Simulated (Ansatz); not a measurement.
The slice is one period of a {100} plane through atoms; its size isn't given.

Method: PBE (plane waves to 420 eV, PAW, scalar-relativistic; Ansatz, a first-principles code). Near the nuclei the fields are pseudised (PAW); where an atom keeps semicore shells as valence, they peak there.

```
|99988765443333333333333445678899|
|99987655443333333333333445567899|
|88877654433333333333333344567788|
|88776554433332222222333344556778|
|77665544333322222222233334455667|
|66555443332222222222222333445556|
|55544433322222222222222233344455|
|44444333222221111111222223334444|
|44433332222111111111112222333344|
|33333322221111111111111222233333|
|33333322211111000001111122233333|
|33333222211100000000011122223333|
|33332222111100000000011112222333|
|33332222111000000000001112222333|
|33332222111000000000001112222333|
|33332222111000000000001112222333|
|33332222111000000000001112222333|
|33332222111000000000001112222333|
|33332222111100000000011112222333|
|33333222211100000000011122223333|
|33333322211111000001111122233333|
|33333322221111111111111222233333|
|44433332222111111111112222333344|
|44444333222221111111222223334444|
|55544433322222222222222233344455|
|66555443332222222222222333445556|
|77665544333322222222233334455667|
|88776554433332222222333344556778|
|88877654433333333333333344567788|
|99987655443333333333333445567899|
|99988765443333333333333445678899|
|99988765443333333333333445678899|
```
Scale: ten equal steps from -2.06 (start of '0') to 1.12 (end of '9'), in the order '0123456789'. Values: log₁₀ of the valence density in e/Å³. The map has 32 points along u (one character each, u = 0 at the left) and 32 along v (v = 0 in the bottom row). The scale is logarithmic, as a density can span decades between atoms and voids.

```
|xxxx:+++=*#@@@@@@@@@@@#*=+++:xxx|
|xxx.-++=+*#%@@@@@@@@@%#*+=++-.xx|
|xx.-=++=+*#%%%%%%%%%%%#*+=++=-.x|
|::-=++==+*#############*+==++=-:|
|=+++++==+***************+==+++++|
|++++===+++++++++++++++++++===+++|
|++====+++==-----------==+++====+|
|==++++++=--:::::::::::--=++++++=|
|******+=--:...........:--=+*****|
|%####*+=-:...       ...:-=+*####|
|@@%%#*+-:..           ..:-+*#%%@|
|@@@%#*+-:..           ..:-+*#%@@|
|@@@%#*+-:.             .:-+*#%@@|
|@@@%#*+-:.             .:-+*#%@@|
|@@@%#*+-:.             .:-+*#%@@|
|@@@%#*+-:.             .:-+*#%@@|
|@@@%#*+-:.             .:-+*#%@@|
|@@@%#*+-:.             .:-+*#%@@|
|@@@%#*+-:.             .:-+*#%@@|
|@@@%#*+-:..           ..:-+*#%@@|
|@@%%#*+-:..           ..:-+*#%%@|
|%####*+=-:...       ...:-=+*####|
|******+=--:...........:--=+*****|
|==++++++=--:::::::::::--=++++++=|
|++====+++==-----------==+++====+|
|++++===+++++++++++++++++++===+++|
|=+++++==+***************+==+++++|
|::-=++==+*#############*+==++=-:|
|xx.-=++=+*#%%%%%%%%%%%#*+=++=-.x|
|xxx.-++=+*#%@@@@@@@@@%#*+=++-.xx|
|xxxx:+++=*#@@@@@@@@@@@#*=+++:xxx|
|xxxx:=++=*%@@@@@@@@@@@%*=++=:xxx|
```
Scale: ten equal steps from 0.01 (start of ' ') to 0.46 (end of '@'), in the order ' .:-=+*#%@'. Values: electron localisation function (ELF). The map has 32 points along u (one character each, u = 0 at the left) and 32 along v (v = 0 in the bottom row). Points within 0.5 Å of a nucleus are blanked (x), as the pseudised field means little there.

Question: Which relaxed crystal do these maps come from?
A) CuI (zinc blende)
B) BP (zinc blende)
C) InSb (zinc blende)

Answer: C, InSb (zinc blende). Atoms on the slice: In at (0.00, 0.00)

All were relaxed with their symmetry unable to fall. At this level the bands of InSb touch or barely overlap; measurements give the solid a gap. CuI is run without spin polarisation. Spin-orbit coupling is left out.
